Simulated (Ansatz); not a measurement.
LiAuO₂:
```yaml
crystal:
  lattice:
    - [-2.07254, 2.07254, 5.22833]
    - [2.07254, -2.07254, 5.22833]
    - [2.07254, 2.07254, -5.22833]
  atoms:
    - { symbol: Li, position: [0.75000, 0.25000, 0.50000] }
    - { symbol: Li, position: [0.00000, 0.00000, 0.00000] }
    - { symbol: Au, position: [0.50000, 0.50000, 0.00000] }
    - { symbol: Au, position: [0.25000, 0.75000, 0.50000] }
    - { symbol: O, position: [0.11923, 0.62500, 0.99423] }
    - { symbol: O, position: [0.37500, 0.88077, 0.00577] }
    - { symbol: O, position: [0.63077, 0.12500, 0.00577] }
    - { symbol: O, position: [0.87500, 0.36923, 0.99423] }
```

Relaxed with LDA. Special points in fractions of this cell's reciprocal vectors: Γ (0.000, 0.000, 0.000); X (0.000, 0.000, 0.500); P (0.250, 0.250, 0.250); N (0.000, 0.500, 0.000); M (0.500, 0.500, -0.500); S (0.289, 0.711, -0.289); S0 (-0.289, 0.289, 0.289); R (-0.079, 0.079, 0.500); G (0.500, 0.500, -0.079).

### Question
List the band energies nearest the valence-band maximum at these points for LDA (plane waves, PAW; program Ansatz).

### Answer
In eV from the valence-band maximum; about four levels below and three above (degenerate sets whole), none deeper than 8.9 eV; points with the same levels are listed once.

| k | below | above |
|---|---|---|
| Γ | -1.21 -1.21 -1.16 -0.84 -0.16 | 3.09 3.09 3.70 |
| X | -0.75 -0.53 -0.31 -0.25 | 3.01 3.41 5.44 |
| P | -0.89 -0.89 -0.17 -0.17 | 3.21 3.21 5.59 5.59 |
| N | -0.98 -0.86 -0.70 0.00 | 2.05 2.86 5.87 |
| M | -0.69 -0.52 -0.08 -0.08 | 2.12 3.83 3.84 |
| S | -1.02 -0.66 -0.48 -0.03 | 1.80 3.08 5.70 |
| R | -0.77 -0.49 -0.39 -0.27 | 2.73 3.45 5.48 |

Space group I4_122. The first step of the workflow began from a Materials Project structure, measured or hypothetical; the Crystallography Open Database copy checked does not list it. With Li and Au taken as one species the cell has the higher symmetry P4_2/mmc, so it may be an ordered model of a mixed-site phase. Its standing as an ambient phase is unchecked. Symmetry was held in the LDA relaxation; of distortions, only those at the zone centre were tested. Spin–orbit coupling is left out wherever it is not named.

Potentials: the later of the program's two PAW sets.
